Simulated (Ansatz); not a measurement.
**AuCu3-type LuZn3**

Level of theory: DFT, PBEsol, scalar-relativistic, no spin polarisation; plane waves to 420 eV with PAW datasets (Ansatz 0.2.0), Γ-centred 8×8×8 mesh, 0.05 eV Gaussian smearing. The datasets are Ansatz's generated set soft_2.

Space group Pm-3m (No. 221). a = 4.110 Å, b = 4.110 Å, c = 4.110 Å, α = 90.00°, β = 90.00°, γ = 90.00°
| atom | site | symmetry | x | y | z |
| --- | --- | --- | --- | --- | --- |
| Lu | 1a | m-3m | 0.0000 | 0.0000 | 0.0000 |
| Zn | 3c | 4/mm.m | 0.0000 | 0.5000 | 0.5000 |

This is a trial structure made by placing the elements on a prototype's sites, so it needn't be the stable form.

The cell above was scaled in volume, its shape and atoms being fixed by the lattice's symmetry. Energies are counted from the cell above.

The cell is relaxed to zero pressure at this level.

```csv
V (Å³/atom),ΔE (meV/atom),P from the stress (GPa)
16.668,7.27,3.48
17.015,1.75,1.64
17.363,0.00,0.00
17.710,1.61,-1.47
18.057,6.25,-2.79
```

Problem. Do the energies and the pressures agree? Compare −ΔE/ΔV between neighbouring points (1 meV/Å³ = 0.1602 GPa) with the mean of their pressures.

Solution. 
```tsv
interval (Å³/atom)	−ΔE/ΔV (GPa)	mean P (GPa)
16.67 to 17.02	2.5	2.6
17.02 to 17.36	0.8	0.8
17.36 to 17.71	-0.7	-0.7
17.71 to 18.06	-2.1	-2.1
```
They differ by 0.02 GPa at most.

Problem. What do the two routes give for V0, B0 and B0′?

Solution. A third-order Birch–Murnaghan fit of the energies: V0 = 17.36 Å³/atom, B0 = 78 GPa, B0′ = 4.5. A polynomial of P in ln V, with B = −dP/d ln V at P = 0: V0 = 17.36 Å³/atom, B0 = 78 GPa, B0′ = 4.5.

B0·V0 = 77.7 GPa × 17.36 Å³ = 8.42 eV/atom sets the scale: near the minimum ΔE ≈ ½ B0 V0 x², with x = V/V0 − 1, and a pressure of 0.8 GPa squeezes the volume by about 1 %. At the ends of the curve: x = −4.0 % predicts 6.7 meV/atom and the run gives 7.3; x = +4.0 % predicts 6.7 meV/atom and the run gives 6.3. The lopsidedness is anharmonic: atoms resist being pushed together more than being pulled apart.

Scalar-relativistic only: spin–orbit splittings of the heavy atoms' levels are missing. The run is a metal.
